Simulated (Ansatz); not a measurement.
Computed properties of Y2Ga9Ru3

Y2Ga9Ru3:
```
Y2Ga9Ru3
1.0
    6.38169    -3.75304     0.00000
    6.38169     3.75304     0.00000
    0.00000     0.00000     9.67960
Y Ga Ru
4 18 6
Direct
  0.32555   0.99779   0.25000
  0.67445   0.00221   0.75000
  0.99779   0.32555   0.75000
  0.00221   0.67445   0.25000
  0.86593   0.13407   0.25000
  0.13407   0.86593   0.75000
  0.66244   0.01125   0.07504
  0.33756   0.98875   0.92496
  0.33756   0.98875   0.57504
  0.66244   0.01125   0.42496
  0.01125   0.66244   0.92496
  0.98875   0.33756   0.07504
  0.98875   0.33756   0.42496
  0.01125   0.66244   0.57504
  0.66007   0.33993   0.56218
  0.33993   0.66007   0.43782
  0.33993   0.66007   0.06218
  0.66007   0.33993   0.93782
  0.44749   0.33871   0.25000
  0.55251   0.66129   0.75000
  0.33871   0.44749   0.75000
  0.66129   0.55251   0.25000
  0.67674   0.67674   0.00000
  0.32326   0.32326   0.00000
  0.32326   0.32326   0.50000
  0.67674   0.67674   0.50000
  0.00000   0.00000   0.00000
  0.00000   0.00000   0.50000
```

Space group Cmcm (No. 63); conventional cell a = 12.7634 Å, b = 7.5061 Å, c = 9.6796 Å, α = 90.00°, β = 90.00°, γ = 90.00°.

Method: plane-wave PAW r²SCAN (Ansatz code). The cell and atoms are relaxed at this level. Other levels are named where they apply.

**Cell and energy**

- Volume per atom: 16.56 Å³
- Density: 7.94 g/cm³
- Formation energy from the elements (no fitted shifts): -0.59 eV/atom

**Electronic structure**

- Electronic character = metallic (no gap)
- Density of states at the Fermi level = 0.42 states/eV per atom (mean over ±0.08 eV)

The first step of the workflow began from a Materials Project structure, measured or hypothetical; the Crystallography Open Database copy checked does not list it. Its standing as an ambient phase is unchecked. The r²SCAN relaxation kept the symmetry of its start; whether a distortion lowers the energy is not shown. The run is not spin-polarised. Axis ratios of metals converge slowly with the k-mesh, so a and c are less sure than the volume. The references are the lowest solids computed at this level, not always the standard phases. Spin–orbit coupling is left out wherever it is not named.

Potentials: the later of the program's two PAW sets.
